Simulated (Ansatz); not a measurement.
OsCl₄:
```xyz
5
Lattice="3.9905 -4.0193 0.0000 3.9905 4.0193 0.0000 0.0000 0.0000 3.5281" Properties=species:S:1:pos:R:3 pbc="T T T"
Cl     3.9905    -2.4525     1.7641
Cl     3.9905     2.4525     1.7641
Os     0.0000     0.0000     0.0000
Cl     2.2654     0.0000     0.0000
Cl     5.7156     0.0000     0.0000
```

Relaxed with r²SCAN+D4.

Q: Map the electron localisation function on the plane through (0.000, 0.000, 0.000) spanned by u = [0, 0, 1] and v = [1, 1, 0] in lattice vectors, from r²SCAN+D4 in the plane-wave PAW code Ansatz.

A: x is the fraction of u, y of v (the angle between them is 90°; rows are the nearest grid lines); atoms in the plane: Os at (0.00, 0.00), Cl at (0.00, 0.28), Cl at (0.00, 0.72).
```
|2478753110113578742|
|7788642100012468877|
|6666432100012346666|
|2222221000001222222|
|9887642000002467889|
|7889986200026899887|
|4589997400047999854|
|3589998500058999853|
|9999997300037999999|
|9998864100014688999|
|8777542000002457778|
|0000000000000000000|
|0000000000000000000|
|8777542000002457778|
|9998864100014688999|
|9999997300037999999|
|3589998500058999853|
|4589997400047999854|
|7889986200026899887|
|9887642000002467889|
|2222221000001222222|
|6666432100012346666|
|7788642100012468877|
|2478753110113578742|
```
Scale: ten equal steps from 0.004 (start of '0') to 0.887 (end of '9'), in the order '0123456789'; x runs from 0.000 to 1.00, y from 0.000 (bottom) to 1.00 (top).

The density is the valence pseudo-density with augmentation charge, so density and ELF within about 1 Å of a nucleus are not all-electron values.

Space group Cmmm. The workflow started from an entry of the Crystallography Open Database (COD). Whether it is the stable phase at ambient conditions was not checked. Symmetry was held in the r²SCAN+D4 relaxation; whether a distortion lowers the energy is not shown. No spin polarisation was allowed. Spin–orbit coupling is left out wherever it is not named.

Potentials: the later of the program's two PAW sets.
